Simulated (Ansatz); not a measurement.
YSb:
```cif
data_Sb4Y4
_chemical_formula_sum 'Y4 Sb4'
_space_group_name_H-M_alt 'Fm-3m'
_space_group_IT_number 225
_space_group_name_Hall '-F 4 2 3'
_cell_length_a 6.20996
_cell_length_b 6.20996
_cell_length_c 6.20996
_cell_angle_alpha 90.000
_cell_angle_beta 90.000
_cell_angle_gamma 90.000
loop_
_atom_site_label
_atom_site_type_symbol
_atom_site_symmetry_multiplicity
_atom_site_Wyckoff_symbol
_atom_site_fract_x
_atom_site_fract_y
_atom_site_fract_z
_atom_site_occupancy
Y1 Y 4 b 0.50000 0.50000 0.50000 1
Sb1 Sb 4 a 0.00000 0.00000 0.00000 1
```
(The calculation used a cell of 2 atoms; values per cell refer to that cell.)

This is the r²SCAN-relaxed structure.

**Question.** All from plane-wave PAW r²SCAN (Ansatz code), unless another level is named. Estimate the electronic character.

**Answer.** metallic (no gap).

**Question.** Give the formation energy from the elements (no fitted shifts).

**Answer.** -1.42 eV/atom.

**Question.** What about the density of states at the Fermi level?

**Answer.** 0.10 states/eV per atom (mean over ±0.08 eV).

The workflow started from a Materials Project entry (that database holds measured and hypothetical structures alike); the Crystallography Open Database files this formula in space group No. 225, but the cells were not matched. Its standing as an ambient phase is unchecked. The cell was relaxed with r²SCAN under the symmetry of its start; its stability against distortions is not shown here. No spin polarisation was allowed. The references are the lowest solids computed at this level, not always the standard phases. Scalar-relativistic: spin–orbit coupling is off unless named, which matters more the heavier the elements.

Potentials: the later of the program's two PAW sets.
